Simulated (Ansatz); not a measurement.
TePb2S:
```
CELL_PARAMETERS angstrom
      4.34738     0.00000     0.00000
      0.00000     4.34738     0.00000
      0.00000     0.00000     6.14672
ATOMIC_POSITIONS crystal
  Te 0.50000 0.50000 0.00000
  Pb 0.00000 0.00000 0.00000
  Pb 0.50000 0.50000 0.50000
  S  0.00000 0.00000 0.50000
```

Relaxed with LDA. Special points in fractions of this cell's reciprocal vectors: Γ (0.000, 0.000, 0.000); X (0.000, 0.500, 0.000); M (0.500, 0.500, 0.000); Z (0.000, 0.000, 0.500); R (0.000, 0.500, 0.500); A (0.500, 0.500, 0.500).

List the band energies nearest the Fermi level at these points for LDA (plane waves, PAW; program Ansatz).

In eV from the Fermi level; about four levels below and three above (degenerate sets whole), none deeper than 8.9 eV; points with the same levels are listed once.

```json
[
 {"k": "Γ", "below": "-3.33 -3.33 -1.89 -1.89 -1.89", "above": "3.24 4.12 4.26 4.26"},
 {"k": "X", "below": "-1.75 -1.40 -1.08 -0.67", "above": "1.37 1.48 1.50"},
 {"k": "M", "below": "-3.50 -3.27 -3.27 -3.15", "above": "3.30 3.30 4.60"},
 {"k": "Z", "below": "-2.57 -2.57 -1.85 -1.61", "above": "2.16 2.65 3.76"},
 {"k": "R", "below": "-1.40 -1.18 -0.15 -0.08", "above": "0.10 0.75 1.11"},
 {"k": "A", "below": "-4.03 -4.03 -1.12 -0.35", "above": "1.56 1.81 3.87 3.87"}
]
```

Space group P4/mmm. The workflow started from a Materials Project entry (that database holds measured and hypothetical structures alike); the Crystallography Open Database copy checked does not list it. With Te and S taken as one species the cell has the higher symmetry Fm-3m, so it may be an ordered model of a mixed-site phase. Its standing as an ambient phase is unchecked. The LDA relaxation kept the symmetry of its start. At this level the phase is dynamically unstable (imaginary phonons). The Fermi level of a semimetal is unsure by some 0.05 eV on such meshes. Scalar-relativistic: spin–orbit coupling is off unless named, which matters more the heavier the elements.

Potentials: the later of the program's two PAW sets.
